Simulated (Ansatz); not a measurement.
Input and command of a plane-wave DFT calculation in Ansatz:

```yaml
crystal:
  lattice:
    - [1.2147975457, 3.9598457492, -2.4677050578]
    - [1.2147975457, 3.9598457492, 2.4677050578]
    - [4.8591901826, 0.0, 0.0]
  atoms:
    - { symbol: Cu, position: [0.2381497362, 0.4906604109, 0.0700786432] }
    - { symbol: Cu, position: [0.7621274925, 0.9945527691, 0.0448616754] }
    - { symbol: Cu, position: [0.2381497362, 0.4906604109, 0.5700786432] }
    - { symbol: Cu, position: [0.7381497362, 0.9906604109, 0.5700786432] }
    - { symbol: Cu, position: [0.2558558248, 0.0083664995, 0.4362255988] }
    - { symbol: Cu, position: [0.7558558248, 0.5083664995, 0.4362255988] }
    - { symbol: Cu, position: [0.2558558248, 0.0083664995, 0.9362255988] }
    - { symbol: Cu, position: [0.7558558248, 0.5083664995, 0.9362255988] }
basis:
  ecutwfc: 420
kpoints:
  mp_grid: { grid: [8, 8, 8] }
hamiltonian:
  xc: pbesol
scf:
  occupations: { method: gaussian, width: 0.15 }
output:
  forces: true
  stress: true
  eigenvalues: true
```

```bash
ansatz run input.yaml --threads 2 --pin off --max-ram 5120MiB --backend cpu --events-out ev --progress --plain --runs-dir out
```

Processor: Intel(R) Xeon(R) 6975P-C (Granite Rapids), 2 threads, on a host shared with other jobs.

Problem. How long does it run, and how much memory does it take?

Solution. About 61 s on 2 threads of Intel(R) Xeon(R) 6975P-C (Granite Rapids), with other jobs on the host, peak memory 1.7 GiB. It solves 92 bands at 260 k points (the mesh reduced by symmetry) with about 1845 plane waves, in 8 SCF iterations.
